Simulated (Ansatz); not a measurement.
Piezoelectric tensor of BN at -0.5 GPa (stress–strain coefficients)

These are results of DFT LDA, scalar-relativistic, plane waves, PAW (Ansatz), not measurements. Cutoff 420 eV, 8×8×8 k-points (Γ-centred), fixed occupations. No spin polarisation.

The cell is fixed (symmetry leaves no force on the atoms) and stands under -0.5 GPa:
```
B N
1.0
     0.00000    1.79100    1.79100
     1.79100    0.00000    1.79100
     1.79100    1.79100    0.00000
B N
1 1
Direct
  0.00000 0.00000 0.00000
  0.25000 0.25000 0.25000
```

The cell is the ideal cubic zincblende prototype.

Q: Give the relaxed-ion proper piezoelectric stress tensor e_iJ (C/m², Voigt columns xx yy zz yz xz xy).

A:
```
x    0.00  0.00  0.00 -0.73  0.00  0.00
y    0.00  0.00  0.00  0.00 -0.73  0.00
z    0.00  0.00  0.00  0.00  0.00 -0.73
```
Signs follow the orientation of the cell as given.

Q: With the elastic constants (GPa, Voigt order)
C11 = 819.5, C12 = 188.8, C13 = 188.8, C22 = 819.5, C23 = 188.8, C33 = 819.5, C44 = 471.9, C55 = 471.9, C66 = 471.9 GPa; the others vanish.
find the strain coefficients d = e·C⁻¹ (pC/N).

A:
```
x    0.00  0.00  0.00 -1.56  0.00  0.00
y    0.00  0.00  0.00  0.00 -1.56  0.00
z    0.00  0.00  0.00  0.00  0.00 -1.56
```

Cost: 1 run of about 0.24 core-minutes, on Oxide Virtual Turin-like Processor (Zen 5) (shared hosts).